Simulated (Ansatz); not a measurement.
# Energy against volume for Ge (space group P4_32_12)

Ge (space group P4_32_12)

```
CELL_PARAMETERS angstrom
      5.92896     0.00000     0.00000
      0.00000     5.92896     0.00000
      0.00000     0.00000     6.95422
ATOMIC_POSITIONS crystal
  Ge 0.08837 0.08837 0.00000
  Ge 0.41163 0.58837 0.75000
  Ge 0.91163 0.91163 0.50000
  Ge 0.58837 0.41163 0.25000
  Ge 0.17187 0.36905 0.25768
  Ge 0.13095 0.67187 0.00768
  Ge 0.82813 0.63095 0.75768
  Ge 0.86905 0.32813 0.50768
  Ge 0.67187 0.13095 0.99232
  Ge 0.63095 0.82813 0.24232
  Ge 0.32813 0.86905 0.49232
  Ge 0.36905 0.17187 0.74232
```

E(V) scan at fixed shape, V₀ the volume above. The atoms relax within the cell's symmetry.

Level of theory: PBEsol (plane waves to 420 eV, PAW, scalar-relativistic; Ansatz, an electronic-structure program). k mesh 5×5×4 (Γ-centred), Fermi-Dirac smearing 0.05 eV. The energy includes the smearing's −TS. Stress and pressure are positive under compression. With the shape held, the modulus is that of even scaling; a crystal free to change shape is softer. Ge was relaxed with its symmetry unable to fall. This is one of several known forms of Ge; the measured ambient cells at hand have space group No. 227. The zero of ΔE is the relaxed starting cell.

```json
[
 {"V (Å³/cell)": "220.01", "ΔE (kJ/mol of atoms)": "4.58", "P (GPa)": "8.18"},
 {"V (Å³/cell)": "224.09", "ΔE (kJ/mol of atoms)": "3.08", "P (GPa)": "6.50"},
 {"V (Å³/cell)": "228.16", "ΔE (kJ/mol of atoms)": "1.91", "P (GPa)": "4.97"},
 {"V (Å³/cell)": "232.24", "ΔE (kJ/mol of atoms)": "1.04", "P (GPa)": "3.56"},
 {"V (Å³/cell)": "236.31", "ΔE (kJ/mol of atoms)": "0.45", "P (GPa)": "2.27"},
 {"V (Å³/cell)": "240.38", "ΔE (kJ/mol of atoms)": "0.11", "P (GPa)": "1.11"},
 {"V (Å³/cell)": "244.46", "ΔE (kJ/mol of atoms)": "0.00", "P (GPa)": "0.00"},
 {"V (Å³/cell)": "248.53", "ΔE (kJ/mol of atoms)": "0.10", "P (GPa)": "-0.99"},
 {"V (Å³/cell)": "252.61", "ΔE (kJ/mol of atoms)": "0.39", "P (GPa)": "-1.87"},
 {"V (Å³/cell)": "256.68", "ΔE (kJ/mol of atoms)": "0.86", "P (GPa)": "-2.70"},
 {"V (Å³/cell)": "260.76", "ΔE (kJ/mol of atoms)": "1.49", "P (GPa)": "-3.45"},
 {"V (Å³/cell)": "264.83", "ΔE (kJ/mol of atoms)": "2.27", "P (GPa)": "-4.13"},
 {"V (Å³/cell)": "268.90", "ΔE (kJ/mol of atoms)": "3.18", "P (GPa)": "-4.76"}
]
```

What the scan shows:

* **Pressure at the smallest volume**: 8.18 GPa
* **Energy cost of the largest compression**: 47.5 meV/atom
* **Energy cost of the largest expansion**: 32.9 meV/atom
* **Bulk modulus at fixed cell shape B₀ (third-order Birch-Murnaghan fit)**: 61.6 GPa
* **Pressure derivative B₀′ (fit)**: 4.4
* **Equilibrium volume of the fit**: 20.38 Å³/atom
* **Pressure for 5 % compression (fit)**: 3.5 GPa

The 13 points together took about 18 core-minutes (a rough figure).

(A scan under strain: stresses follow from slopes of the energy per volume, elastic moduli from its curvatures.)
